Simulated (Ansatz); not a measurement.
K₃V₃O₈ in space group P-3m1 (No. 164; Pearson symbol hP14), r²SCAN (plane waves, PAW; program Ansatz), all energies at zero smearing, with the estimated change up to a 700 eV cutoff added, with one set of potentials and settings (totals compare only within such a set). Cell of 14 atoms (3 K, 3 V, 8 O): -17942.278 eV.

```json
[
 {"element": "K", "reference phase": "Im-3m, 1 atoms in the cell", "E (eV/atom)": "-1542.4813"},
 {"element": "V", "reference phase": "Im-3m, 1 atoms in the cell", "E (eV/atom)": "-2917.0669"},
 {"element": "O", "reference phase": "C2/m, 4 atoms in the cell, spin-polarised", "E (eV/atom)": "-566.0281"}
]
```

Formation energy per atom, worked out: (-17942.278 − 3×(-1542.4813) − 3×(-2917.0669) − 8×(-566.0281))/14 = -2.529 eV/atom (-244 kJ per mol of atoms), at 0 K, without zero-point energy or fitted corrections.

The first step of the workflow began from a Materials Project structure, measured or hypothetical; the Crystallography Open Database copy checked does not list it. Its standing as an ambient phase is unchecked. Symmetry was held in the r²SCAN relaxation; whether a distortion lowers the energy is not shown. Magnetic state: ferromagnetic, the only order run, not a proven ground state. Other orbital occupations within this spin state were not tried. No Hubbard U is applied. The references are the lowest solids computed at this level, not always the standard phases (solids in place of the gases).

Potentials: the later of the program's two PAW sets.
